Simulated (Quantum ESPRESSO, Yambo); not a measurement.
SiC (zinc blende, space group F-43m, No. 216) under isotropic strain of -3 % on all lattice vectors. The PBEsol cell relaxed from Materials Project entry mp-8062 was given an isotropic strain of -3 % on all lattice vectors, and the atoms were relaxed again. Chain: norm-conserving PBEsol (Quantum ESPRESSO, 82 Ry, no spin-orbit coupling); G0W0 in Yambo (6×6×6 Γ-centred k mesh, 76 bands and a 14 Ry block in the screening, 76 bands in G with the Bruneval-Gonze terminator, plasmon pole fitted at 27.2 eV); BSE (10×10×10 mesh, 3 valence and 1 conduction bands, static screening with 11 bands and a 4 Ry block, scissor 1.23 eV, Tamm-Dancoff).

```yaml
PBEsol gap (dense path): 1.15 eV
PBEsol gap Γ → X on the GW mesh: 1.15 eV
PBEsol smallest direct gap on the GW mesh, at X: 4.55 eV
G0W0 direct gap at that point: 5.78 eV
G0W0 correction to the gap Γ → X: 0.98 eV
lowest_exciton: no binding energy given (see below)
RPA electronic dielectric constant along x: 6.62 (16×16×16 mesh, PBEsol bands)
```

Rough cost of the Yambo steps against G0W0 for 6 states: BSE about 1/3, one RPA spectrum about 1/20.

Convergence of the G0W0 settings was not tested. The BSE states are vertical excitations (zero momentum); the indirect quasiparticle gap, about 2.14 eV, is smaller than the direct one (5.78 eV on the GW mesh). Convergence of the RPA response with its 16×16×16 mesh was not tested. The lowest state covers only about 3 of the 1000 k points, so the mesh doesn't resolve it: its energy and its distance from the direct gap are mesh artefacts. An extended exciton needs a far denser mesh.
